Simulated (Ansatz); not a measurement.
Ba2BiSb2:
```
CELL_PARAMETERS angstrom
     -2.39556     3.84221     5.06715
      2.39556    -3.84221     5.06715
      2.39556     3.84221    -5.06715
ATOMIC_POSITIONS crystal
  Bi 0.00000 0.00000 0.00000
  Ba 0.72104 0.22104 0.50000
  Ba 0.27896 0.77896 0.50000
  Sb 0.70100 0.50000 0.20100
  Sb 0.29900 0.50000 0.79900
```

This is the r²SCAN-relaxed structure.

### Question
All from the program Ansatz at the r²SCAN level (PAW), unless another level is named. Predict the electronic character.

### Answer
metallic (no gap).

### Question
What about the formation energy from the elements (no fitted shifts)?

### Answer
-97 kJ/mol of atoms.

### Question
And the density of states at the Fermi level?

### Answer
0.46 states/eV per atom (mean over ±0.08 eV).

Space group Immm. The workflow started from an entry of the Crystallography Open Database (COD, 293 K). Whether it is the stable phase at ambient conditions was not checked. Symmetry was held in the r²SCAN relaxation; whether a distortion lowers the energy is not shown. The references are the lowest solids computed at this level, not always the standard phases. Spin–orbit coupling is left out wherever it is not named.

Potentials: the later of the program's two PAW sets.
